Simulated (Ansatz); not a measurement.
Level of theory: DFT PBE, scalar-relativistic, plane waves, PAW (Ansatz). All cells share a 420 eV cutoff and Γ-centred k meshes spaced at most about 0.3 Å⁻¹ (about 0.25 or finer for metals, 2π included). No spin polarisation in the final relaxations.

These are static total energies at zero pressure.

Two forms of PdPt2Se6 were relaxed alike.

A.

```
Pd Pt Se
1.0
     6.56829    0.00000    0.00000
    -3.28414    5.68831    0.00000
     0.00000    0.00000    5.17738
Pd Pt Se
1 2 6
Direct
  0.00000 0.00000 0.00000
  0.33333 0.66667 0.00000
  0.66667 0.33333 0.00000
  0.33562 0.00000 0.24925
  0.00000 0.33562 0.24925
  0.66438 0.66438 0.24925
  0.66438 0.00000 0.75075
  0.33562 0.33562 0.75075
  0.00000 0.66438 0.75075
```

B.

```
Pd Pt Se
1.0
     3.24711    1.87472    6.24876
    -3.24711    1.87472    6.24876
     0.00000   -3.74944    6.24876
Pd Pt Se
1 2 6
Direct
  0.00000 0.00000 0.00000
  0.33328 0.33328 0.33328
  0.66672 0.66672 0.66672
  0.06988 0.73609 0.40323
  0.40323 0.06988 0.73609
  0.73609 0.40323 0.06988
  0.26391 0.59677 0.93012
  0.59677 0.93012 0.26391
  0.93012 0.26391 0.59677
```

Problem. Which placement of the atoms is lower in energy, and by how much?

Solution. They are level within the accuracy (under 1 meV/atom apart). The two share one framework of sites and differ in which element sits where. A has Pd and Pt ordered on cadmium iodide sites, space group P-31m (No. 162), 21.5 Å³/atom and no gap on its mesh; B has Pd and Pt ordered on cadmium iodide sites, space group R-3 (No. 148), 25.4 Å³/atom and a gap of 0.56 eV. Counting Se atoms around Pd and Pt (those within 1.25 times the shortest such distance or 1.15 times the sum of covalent radii, 1.27 where that leaves under three), A and B both have Pd 6, Pt 6. Both come from invented guesses.

The k mesh leaves some 4 meV/atom of noise in the energy of each metallic cell. Weakly bound directions are ill-defined at this level, which has no dispersion term (P-31m, R-3), and this can change margins and order among such cells. These runs have no spin–orbit coupling, which can matter for Pt. Kohn–Sham gaps at this level usually fall short of measured ones.
